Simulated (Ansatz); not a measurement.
Data sheet: FeCo (DFT)

FeCo:
```xyz
4
Lattice="0.0000 2.8394 2.8394 2.8394 0.0000 2.8394 2.8394 2.8394 0.0000" Properties=species:S:1:pos:R:3 pbc="T T T"
Fe     1.4197     1.4197     1.4197
Fe     0.0000     0.0000     0.0000
Co     2.8394     2.8394     2.8394
Co     4.2591     4.2591     4.2591
```
The run is spin-polarised; directions of the spins, atom by atom: ↑ ↑ ↑ ↑.

Space group Fd-3m (No. 227); conventional cell a = b = c = 5.6788 Å, α = β = γ = 90.00°.

Method: PBE in the plane-wave PAW code Ansatz. The cell and atoms are relaxed at this level. Other levels are named where they apply.

Cell and energy:

```
Item                                                            Value
-----------------------------------------------------  --------------
Volume per atom                                              11.45 Å³
Density                                                    8.33 g/cm³
Formation energy from the elements (no fitted shifts)  -0.002 eV/atom
```

Electronic structure:

```
Quantity                                                                    Value
------------------------------------  -------------------------------------------
Electronic character                                            metallic (no gap)
Density of states at the Fermi level  1.1 states/eV per atom (mean over ±0.08 eV)
```

Magnetism:

```
Quantity                  Result
--------------  ----------------
Magnetic order     ferromagnetic
Net moment      2.19 μB per atom
```

Mechanics:

```
Quantity                             Result
----------------------------------  -------
Bulk modulus (Birch–Murnaghan fit)  192 GPa
Pressure derivative B′                  4.7
```

A made-up cell: these elements were put on the sites of a structure type; neither database checked (COD, Materials Project) lists it. It is not the phase usual at ambient conditions (space group No. 221). The cell was relaxed with PBE under the symmetry of its start; its stability against distortions is not shown here. The final state is ferromagnetic, chosen from 3 collinear starts compared on coarse meshes (ties went to the first, and starts can fall back to one state), not a proven ground state. The references are the lowest solids computed at this level, not always the standard phases.

Potentials: the earlier of the program's two PAW sets.
